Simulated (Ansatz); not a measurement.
Space group Pnnm (No. 58). a = 4.216 Å, b = 4.813 Å, c = 2.798 Å, α = 90.00°, β = 90.00°, γ = 90.00°
| atom | site | symmetry | x | y | z |
| --- | --- | --- | --- | --- | --- |
| Fe | 4g | ..m | 0.2493 | 0.6581 | 0.0000 |
| C | 2a | ..2/m | 0.0000 | 0.0000 | 0.0000 |

Equation of state of this Fe₂C structure (not necessarily the ground state), with shape and atoms relaxed at each volume where symmetry leaves them free. It has no gap at any of these volumes. Level of theory: DFT r2SCAN, scalar-relativistic, plane waves, PAW in Ansatz.

Settings: cutoff 500 eV, Γ-centred mesh 8×8×12 on the computed 6-atom cell, Gaussian smearing of 0.10 eV; collinear spin.

```tsv
V (Å³/atom)	E − E(largest V) (meV/atom)	P (GPa)
8.327	67.08	39.29
8.611	8.71	26.89
8.895	-29.44	16.50
9.179	-50.76	7.66
9.463	-57.40	-0.01
9.746	-51.55	-6.48
10.030	-35.18	-11.90
10.409	0.00	-17.61
```

Fit a third-order Birch–Murnaghan equation to E(V).

V0 = 9.46 Å³/atom, B0 = 232 GPa, B0' = 4.4.

The state reached may not be the lowest one. Only parallel moments were tried here.